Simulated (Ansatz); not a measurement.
GeSe2 in space group R-3m (No. 166; Ge on 3a, Se on 6c), DFT-PBE in the program Ansatz with PAW potentials, all energies at zero smearing, with the estimated change up to a 700 eV cutoff added, with one set of potentials and settings (totals compare only within such a set). Cell of 3 atoms (1 Ge, 2 Se): -15233.526 eV.

```csv
element,reference phase,E (eV/atom)
Ge,"Fd-3m, 2 atoms in the cell",-4294.9847
Se,"P3_121, 3 atoms in the cell",-5469.0798
```

Formation energy per atom, worked out: (-15233.526 − 1×(-4294.9847) − 2×(-5469.0798))/3 = -0.127 eV/atom (-12 kJ per mol of atoms), at 0 K, without zero-point energy or fitted corrections.

A made-up cell: these elements were put on the sites of a structure type; neither database checked (COD, Materials Project) lists it. Whether it is the stable phase at ambient conditions was not checked. The cell was relaxed with PBE under the symmetry of its start; its stability against distortions is not shown here. A crystal of weakly bound layers computed without a dispersion correction: the cell and the soft elastic constants depend strongly on that. The references are the lowest solids computed at this level, not always the standard phases.

Potentials: the later of the program's two PAW sets.
